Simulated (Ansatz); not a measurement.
## Al3InAs4 (P-43m) at 2 levels of theory

One geometry, relaxed with PBE; plane waves with PAW potentials in Ansatz, scalar-relativistic. No spin polarisation. Gaps are the least over mesh and band path; pressure is positive in compression.

```cif
data_structure
_symmetry_space_group_name_H-M 'P 1'
_symmetry_Int_Tables_number 1
_cell_length_a 5.8355
_cell_length_b 5.8355
_cell_length_c 5.8355
_cell_angle_alpha 90.000
_cell_angle_beta 90.000
_cell_angle_gamma 90.000
_cell_volume 198.72
loop_
_atom_site_label
_atom_site_type_symbol
_atom_site_fract_x
_atom_site_fract_y
_atom_site_fract_z
_atom_site_occupancy
Al1 Al 0.50000 0.00000 0.00000 1
Al2 Al 0.00000 0.00000 0.50000 1
Al3 Al 0.00000 0.50000 0.00000 1
In1 In 0.50000 0.50000 0.50000 1
As1 As 0.76063 0.23937 0.76063 1
As2 As 0.76063 0.76063 0.23937 1
As3 As 0.23937 0.23937 0.23937 1
As4 As 0.23937 0.76063 0.76063 1
```

```json
{"level": "PBE", "cutoff (eV)": "420", "k mesh": "6×6×6", "gap (eV)": "1.16", "pressure (GPa)": "0.0"}
```

Question: What comes out on the same cell with r2SCAN?

Answer:
```
 level  cutoff (eV)  k mesh  gap (eV)  pressure (GPa)
r2SCAN          500   6×6×6      1.69            -1.9
```

The cell was found from a structure generator's guess, not taken from experiment.
